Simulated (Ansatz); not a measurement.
AlGa3N4: computed property card

AlGa3N4:
```
AlGa3N4
1.0
    4.46535     0.00000     0.00000
    0.00000     4.46535     0.00000
    0.00000     0.00000     4.46535
Al Ga N
1 3 4
Direct
  0.00000   0.00000   0.00000
  0.50000   0.50000   0.00000
  0.00000   0.50000   0.50000
  0.50000   0.00000   0.50000
  0.75535   0.75535   0.24465
  0.75535   0.24465   0.75535
  0.24465   0.24465   0.24465
  0.24465   0.75535   0.75535
```

Space group P-43m (No. 215); conventional cell a = 4.465 Å, b = 4.465 Å, c = 4.465 Å, α = 90.00°, β = 90.00°, γ = 90.00°.

Method: plane-wave PAW r²SCAN (Ansatz code). Structure relaxed to zero pressure with the same functional. Other levels are named where they apply.

### Cell and energy

- Volume per atom: 11.13 Å³
- Density: 5.45 g/cm³
- Formation energy from the elements (no fitted shifts): -0.88 eV/atom

### Electronic structure

- Band gap = 2.82 eV (direct)
- Valence-band maximum = at Γ
- Conduction-band minimum = at Γ
- Electron effective mass = 0.22 mₑ (isotropic)
- Electron effective mass with spin–orbit coupling = 0.22 mₑ (isotropic)
- Hole effective mass, band 1 of 3 at the edge = 1.1 along [100], 15 along [110], 2.8 along [111] (mₑ)
- Hole effective mass, band 2 of 3 at the edge = 1.1 along [100], 1.1 along [110], 2.8 along [111] (mₑ)
- Hole effective mass, band 3 of 3 at the edge = 0.23 along [100], 0.19 along [110], 0.18 along [111] (mₑ)
- HSE06 gap on the r²SCAN cell = 3.63 eV
- Gap with spin–orbit coupling = 2.81 eV

### Mechanics

- Bulk modulus (Birch–Murnaghan fit): 200 GPa
- Pressure derivative B′: 4.2
- Elastic constants (relaxed ions, GPa): C11 = 290, C12 = 155, C44 = 168
- Mechanical stability: stable (all eigenvalues of C positive)
- Hill bulk and shear moduli: 200 and 117 GPa
- Young's modulus: 293 GPa
- Poisson's ratio: 0.26
- Debye temperature from the elastic constants: 686 K
- Piezoelectric stress constants (proper, relaxed ions, C/m²): e14 = e25 = e36 = 0.39

### Dielectric response

- Electronic dielectric constant ε∞ (DFPT) = 5.12
- Static dielectric constant ε0 (ions relaxed, cell fixed) = 9.36
- Born charges (a third of the trace) = Al +2.57, Ga +2.65, N -2.63 e
- Largest static χ(2) component = 6.9 pm/V

### Phonons

- Highest zone-centre frequency (without LO–TO term) = 712 cm⁻¹
- Zone-centre stability = no imaginary mode at Γ
- Dynamical stability on the path = stable (no imaginary branch)
- Zero-point energy = 83.5 meV/atom
- Vibrational entropy at 300 K = 14.5 J/(K·mol of atoms)

### Charges

- Bader charges: Al +2.48, Ga +1.64, N -1.85 e

The workflow started from a Materials Project entry (that database holds measured and hypothetical structures alike); the Crystallography Open Database copy checked does not list it. With Al and Ga taken as one species the cell has the higher symmetry F-43m, so it may be an ordered model of a mixed-site phase. Its standing as an ambient phase is unchecked. The cell was relaxed with r²SCAN under the symmetry of its start. Signs of piezoelectric constants follow the polarity of the cell as given. The references are the lowest solids computed at this level, not always the standard phases (solids in place of the gases). Scalar-relativistic: spin–orbit coupling is off unless named, which matters more the heavier the elements.

Potentials: the later of the program's two PAW sets.
